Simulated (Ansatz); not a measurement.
Cu3Sn:
Space group Pmmn, origin choice 1 (No. 59); a = 4.251 Å, b = 5.445 Å, c = 4.778 Å, α = β = γ = 90.00°

| atom | site | symmetry | x | y | z |
|---|---|---|---|---|---|
| Cu | 2b | mm2 | 0.5000 | 0.0000 | 0.2974 |
| Cu | 4e | m.. | 0.0000 | 0.2467 | 0.1545 |
| Sn | 2a | mm2 | 0.0000 | 0.0000 | 0.6553 |

Relaxed at zero pressure with DFT-PBEsol in the program Ansatz with PAW potentials.

The volume is lowered by 9 % and shape and atoms relax at that volume. What pressure results, and how do the axes share the change?

15.4 GPa; a -2.0 %, b -3.2 %, c -4.1 %; the energy rises by 54 meV/atom.

Give the new structure.


Space group Pmmn, origin choice 1 (No. 59); a = 4.167 Å, b = 5.272 Å, c = 4.580 Å, α = β = γ = 90.00°

```csv
atom,site,symmetry,x,y,z
Cu,2b,mm2,0.5000,0.0000,0.3065
Cu,4e,m..,0.0000,0.2488,0.1578
Sn,2a,mm2,0.0000,0.0000,0.6589
```

The phase is kept; no other phase was compared at this pressure.

The workflow started from a Materials Project entry (that database holds measured and hypothetical structures alike); the Crystallography Open Database files this formula in space group No. 59, but the cells were not matched. Its standing as an ambient phase is unchecked. The PBEsol relaxation kept the symmetry of its start; of distortions, only those at the zone centre were tested. The run is not spin-polarised. Axis ratios of metals converge slowly with the k-mesh, so a and c are less sure than the volume. Scalar-relativistic: spin–orbit coupling is off unless named, which matters more the heavier the elements.

Potentials: the later of the program's two PAW sets.
